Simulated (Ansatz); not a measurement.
Level of theory: Ansatz 0.2.0, DFT PBE, scalar-relativistic, plane waves, PAW. Settings: cutoff 420 eV, Γ-centred meshes spaced at most about 0.3 Å⁻¹, and about 0.25 Å⁻¹ or finer for metals (2π included), Gaussian smearing. No spin polarisation in the final relaxations.

Temperature and zero-point effects are left out. All come from trial cells, and lower structures may exist.

Question: These unrelaxed guesses for Ga2SnTe2 are each relaxed within their symmetry. Order them by the energy at which they end, lowest first.
A.

```cif
data_structure
_symmetry_space_group_name_H-M 'P4/mmm'
_symmetry_Int_Tables_number 123
_cell_length_a 5.0263
_cell_length_b 5.0263
_cell_length_c 6.0909
_cell_angle_alpha 90.000
_cell_angle_beta 90.000
_cell_angle_gamma 90.000
_cell_volume 153.88
loop_
_atom_site_label
_atom_site_type_symbol
_atom_site_symmetry_multiplicity
_atom_site_Wyckoff_symbol
_atom_site_fract_x
_atom_site_fract_y
_atom_site_fract_z
_atom_site_occupancy
Ga1 Ga 2 e 0.00000 0.50000 0.50000 1
Sn1 Sn 1 b 0.00000 0.00000 0.50000 1
Te1 Te 2 h 0.50000 0.50000 0.29423 1
```

B.

```cif
data_structure
_symmetry_space_group_name_H-M 'P4/mmm'
_symmetry_Int_Tables_number 123
_cell_length_a 4.7695
_cell_length_b 4.7695
_cell_length_c 6.4697
_cell_angle_alpha 90.000
_cell_angle_beta 90.000
_cell_angle_gamma 90.000
_cell_volume 147.18
loop_
_atom_site_label
_atom_site_type_symbol
_atom_site_symmetry_multiplicity
_atom_site_Wyckoff_symbol
_atom_site_fract_x
_atom_site_fract_y
_atom_site_fract_z
_atom_site_occupancy
Ga1 Ga 2 e 0.00000 0.50000 0.50000 1
Sn1 Sn 1 a 0.00000 0.00000 0.00000 1
Te1 Te 2 h 0.50000 0.50000 0.24000 1
```

C.

```cif
data_structure
_symmetry_space_group_name_H-M 'P4/mmm'
_symmetry_Int_Tables_number 123
_cell_length_a 4.6156
_cell_length_b 4.6156
_cell_length_c 6.1020
_cell_angle_alpha 90.000
_cell_angle_beta 90.000
_cell_angle_gamma 90.000
_cell_volume 129.99
loop_
_atom_site_label
_atom_site_type_symbol
_atom_site_symmetry_multiplicity
_atom_site_Wyckoff_symbol
_atom_site_fract_x
_atom_site_fract_y
_atom_site_fract_z
_atom_site_occupancy
Ga1 Ga 2 h 0.50000 0.50000 0.72471 1
Sn1 Sn 1 a 0.00000 0.00000 0.00000 1
Te1 Te 2 e 0.50000 0.00000 0.50000 1
```

D.

```cif
data_structure
_symmetry_space_group_name_H-M 'P-3m1'
_symmetry_Int_Tables_number 164
_cell_length_a 4.2042
_cell_length_b 4.2042
_cell_length_c 9.5026
_cell_angle_alpha 90.000
_cell_angle_beta 90.000
_cell_angle_gamma 120.000
_cell_volume 145.46
loop_
_atom_site_label
_atom_site_type_symbol
_atom_site_symmetry_multiplicity
_atom_site_Wyckoff_symbol
_atom_site_fract_x
_atom_site_fract_y
_atom_site_fract_z
_atom_site_occupancy
Ga1 Ga 2 c 0.00000 0.00000 0.21737 1
Sn1 Sn 1 b 0.00000 0.00000 0.50000 1
Te1 Te 2 d 0.33333 0.66667 0.12694 1
```

Answer: D (ends in P-3m1, 0 meV/atom), B (ends in P4/mmm, 38 meV/atom), C (ends in P4/mmm, 191 meV/atom), A (ends in P4/mmm, 210 meV/atom).

Weakly bound directions are ill-defined at this level, which has no dispersion term (P-3m1), and this can change margins and order among such cells. Spin–orbit coupling, which can matter for Te, is left out. Cells relaxed within their symmetry can be saddle points. Some types were kept out of the candidates beforehand, so the set may lack a known form.
